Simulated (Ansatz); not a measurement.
The relaxed structure here is a generated cell of RbHgCl3: the first start was made by placing the elements on the sites of a structure type, and the end was not matched to a known phase here, so it may be hypothetical.

A structure of RbHgCl$_{3}$ relaxed with r2SCAN (plane waves to 500 eV, PAW, scalar-relativistic; Ansatz, a first-principles code); single points at other levels follow on the same geometry (Ansatz, PAW; HSE06 at 420 eV on a 3×2×3 k-mesh; no spin-orbit coupling). Space group Pnma (No. 62).

```
CELL_PARAMETERS angstrom
      7.93657     0.00000     0.00000
      0.00000    11.07778     0.00000
      0.00000     0.00000     6.82014
ATOMIC_POSITIONS crystal
  Rb 0.40516 0.25000 0.96702
  Rb 0.90516 0.25000 0.53298
  Rb 0.59484 0.75000 0.03298
  Rb 0.09484 0.75000 0.46702
  Hg 0.00000 0.00000 0.00000
  Hg 0.50000 0.50000 0.50000
  Hg 0.00000 0.50000 0.00000
  Hg 0.50000 0.00000 0.50000
  Cl 0.98905 0.25000 0.05425
  Cl 0.48905 0.25000 0.44575
  Cl 0.01095 0.75000 0.94575
  Cl 0.51095 0.75000 0.55425
  Cl 0.33559 0.53144 0.20481
  Cl 0.83559 0.96856 0.29519
  Cl 0.66441 0.03144 0.79519
  Cl 0.16441 0.46856 0.70481
  Cl 0.66441 0.46856 0.79519
  Cl 0.16441 0.03144 0.70481
  Cl 0.33559 0.96856 0.20481
  Cl 0.83559 0.53144 0.29519
```

| level | gap (eV) | kind | conduction minimum |
|---|---|---|---|
| r2SCAN | 1.77 | direct | Γ |
| HSE06 | 2.45 | – | Γ |

For this cell size the semilocal gaps come from the SCF mesh and high-symmetry points. No spin polarisation in the result.

The run could not lose the symmetry of its start: the end is stationary, and may be a saddle point rather than a minimum.
